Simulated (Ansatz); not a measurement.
**Is this Sn₂TeS structure a true minimum?**

It was reached by relaxing an invented guess, and it needn't be the stable form of this composition.

All numbers below come from Ansatz, DFT PBE, scalar-relativistic, plane waves, PAW. Cutoff 420 eV; k points 12×12×4 on the computed 8-atom cell (Γ-centred); Gaussian smearing, width 0.10 eV; no spin polarisation.

The cell below (8 atoms, space group P6_3/mmc (No. 194)) is relaxed within its symmetry.

```
CELL_PARAMETERS angstrom
4.28632 0.00000 0.00000
-2.14316 3.71207 0.00000
0.00000 0.00000 14.69164
ATOMIC_POSITIONS crystal
Sn 0.33333 0.66667 0.63478
Sn 0.66667 0.33333 0.13478
Sn 0.66667 0.33333 0.36522
Sn 0.33333 0.66667 0.86522
Te 0.00000 0.00000 0.00000
Te 0.00000 0.00000 0.50000
S 0.33333 0.66667 0.25000
S 0.66667 0.33333 0.75000
```

For the test it was strained at random (σ = 1.5 % a component), the atoms were moved at random (σ = 0.05 Å), and all was relaxed again on a coarse 6×6×2 mesh (in the run’s order of axes) with 0.20 eV smearing, with no symmetry imposed.

These runs have no spin–orbit coupling, which can matter for Te.

Problem. Is the structure stable against such a distortion?

Solution. It doesn't return. The energy falls by 21 meV/atom on that mesh, the volume changes by 4.5 %, and the end has space group P6_3mc (No. 186) at a loose tolerance. Relaxed again on a 12×12×4 mesh with 0.01 eV smearing, the new structure lies 20 meV/atom below the first (mesh in the axes of the run's cell; the cell below is made exact in the group named). Space group P6_3mc (No. 186), hexagonal, a = 4.268 Å, c = 15.498 Å. Around Sn on its first site lie 3 Te at 3.01 Å, 3 S at 3.39 Å and 1 Sn at 3.60 Å; Sn on its second site is surrounded by 3 S at 2.77 Å, 3 Te at 3.45 Å and 1 Sn at 3.60 Å; Te is surrounded by 3 Sn at 3.01 Å and 3 Sn at 3.45 Å; around S lie 3 Sn at 2.77 Å and 3 Sn at 3.39 Å.

```cif
data_structure
_symmetry_space_group_name_H-M 'P6_3mc'
_symmetry_Int_Tables_number 186
_cell_length_a 4.2677
_cell_length_b 4.2677
_cell_length_c 15.4982
_cell_angle_alpha 90.000
_cell_angle_beta 90.000
_cell_angle_gamma 120.000
_cell_volume 244.46
loop_
_atom_site_label
_atom_site_type_symbol
_atom_site_symmetry_multiplicity
_atom_site_Wyckoff_symbol
_atom_site_fract_x
_atom_site_fract_y
_atom_site_fract_z
_atom_site_occupancy
Sn1 Sn 2 b 0.33333 0.66667 0.61984 1
Sn2 Sn 2 b 0.66667 0.33333 0.35217 1
Te1 Te 2 a 0.00000 0.00000 0.00807 1
S1 S 2 b 0.33333 0.66667 0.26993 1
```
